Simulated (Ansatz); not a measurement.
KLuS2, DFT, LDA, all-electron LAPW, scalar-relativistic (Ansatz 0.2.0), run on 1 thread of AMD EPYC 7R43 64-Core Processor (Zen 3) on a shared host.

The geometry is COD entry 2105802, unchecked; take it as a test cell. The listed cell was then made from it by scaling, straining or moving an atom.

Command: `ansatz run input.yaml --threads 1 --pin off --max-ram 4096MiB --backend cpu --events-out ev --progress --plain --runs-dir out`

```yaml
crystal:
  lattice:
    - [2.0139912545, 1.1627783929, 7.29033]
    - [-2.0139912545, 1.1627783929, 7.29033]
    - [0.0, -2.3255567858, 7.29033]
  atoms:
    - { symbol: K, position: [0.0, 0.0, 0.0] }
    - { symbol: Lu, position: [0.5, 0.5, 0.5] }
    - { symbol: S, position: [0.23369, 0.23369, 0.23369] }
    - { symbol: S, position: [0.76631, 0.76631, 0.76631] }
kpoints:
  mp_grid: { grid: [7, 7, 7] }
  band_path:
    path:
      - [0.0, 0.0, 0.0]
      - [0.5, 0.5, 0.5]
      - [0.8163740197, 0.1836259803, 0.5]
      - [0.5, -0.1836259803, 0.1836259803]
      - [0.5, 0.0, 0.0]
      - [0.0, 0.0, 0.0]
      - [0.3418129902, -0.3418129902, 0.0]
      - [0.6581870098, 0.0, 0.3418129902]
      - [0.5, 0.0, 0.5]
    npoints: 5
scf:
  occupations: { method: fermi_dirac, width: 0.01 }
hamiltonian:
  xc: lda
  pseudopotentials: { kind: all_electron, lapw: { basis_error: 0.001 } }
output:
  forces: true
  stress: true
  eigenvalues: true
```

(1) How large is the problem that the program sets up?

(2) Estimate the wall time and the peak memory.

Answers

(1) 44 irreducible k-points, 743 plane waves at Γ, 44 bands.

(2) 42 s of wall time for 9 SCF iterations, with a peak of 0.56 GiB. Times on shared machines scatter by tens of per cent.
